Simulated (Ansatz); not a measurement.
SnO (litharge type, space group P4/nmm)

```
CELL_PARAMETERS angstrom
      3.79274     0.00000     0.00000
      0.00000     3.79274     0.00000
      0.00000     0.00000     4.76440
ATOMIC_POSITIONS crystal
  Sn 0.50000 0.00000 0.24062
  Sn 0.00000 0.50000 0.75938
  O  0.00000 0.00000 0.00000
  O  0.50000 0.50000 0.00000
```

Two coordinates are scanned: the volume, and the ratio of the stretch along z (the conventional c axis) to the stretch across it. Atoms keep their fractional coordinates.

Level of theory: r2SCAN+rVV10 (plane waves to 500 eV, PAW, scalar-relativistic; Ansatz, a first-principles code). k mesh 9×9×7 (Γ-centred), Fermi-Dirac smearing 0.05 eV. Compression counts positive. As the atoms are clamped, bonds stretch with the cell, which overstates energies and stresses. With partly filled bands, the response to shear is sensitive to the k mesh, so small differences along c/a are uncertain. At this level the bands of SnO touch or barely overlap; measurements give the solid a gap. SnO was relaxed with its symmetry unable to fall. The PAW data are Ansatz's earlier set. The last digit holds for this mesh only.

Changes of σxx (GPa) from the point V/V₀ = 1.000, (c/a)/(c/a)₀ = 1.000 when one coordinate moves alone (two changes are said to add if the coupling is within 5 % of the smaller one, nearly so within 20 %):

| point | change |
|---|---|
| V/V₀ = 1.000, (c/a)/(c/a)₀ = 0.880 | -5.26 |
| V/V₀ = 1.000, (c/a)/(c/a)₀ = 0.920 | -3.57 |
| V/V₀ = 1.000, (c/a)/(c/a)₀ = 0.960 | -1.79 |
| V/V₀ = 0.960, (c/a)/(c/a)₀ = 1.000 | 4.93 |
| V/V₀ = 0.973, (c/a)/(c/a)₀ = 1.000 | 3.17 |
| V/V₀ = 0.987, (c/a)/(c/a)₀ = 1.000 | 1.53 |
| V/V₀ = 1.013, (c/a)/(c/a)₀ = 1.000 | -1.43 |
| V/V₀ = 1.027, (c/a)/(c/a)₀ = 1.000 | -2.77 |
| V/V₀ = 1.040, (c/a)/(c/a)₀ = 1.000 | -4.01 |
| V/V₀ = 1.000, (c/a)/(c/a)₀ = 1.040 | 1.76 |
| V/V₀ = 1.000, (c/a)/(c/a)₀ = 1.080 | 3.54 |
| V/V₀ = 1.000, (c/a)/(c/a)₀ = 1.120 | 5.34 |

Question: Do the two effects add at V/V₀ = 0.973, (c/a)/(c/a)₀ = 1.040? Give the computed change.

Answer: The sum of the single changes is 3.17 + (1.76) = 4.93; the calculation gives 5.03, so the coupling contributes 0.10 (under 20 % of the smaller single change, nearly additive).

Question: What is the change at V/V₀ = 1.040, (c/a)/(c/a)₀ = 0.880, where both move, and how far is it from the sum?

Answer: The sum of the single changes is -4.01 + (-5.26) = -9.27; the calculation gives -8.78, so the coupling contributes 0.49 (under 20 % of the smaller single change, nearly additive).

Question: Do the two effects add at V/V₀ = 1.013, (c/a)/(c/a)₀ = 1.040? Give the computed change.

Answer: The sum of the single changes is -1.43 + (1.76) = 0.33; the calculation gives 0.30, so they add (within 5 % of the smaller single change).

(A scan under strain: stresses follow from slopes of the energy per volume, elastic moduli from its curvatures.)
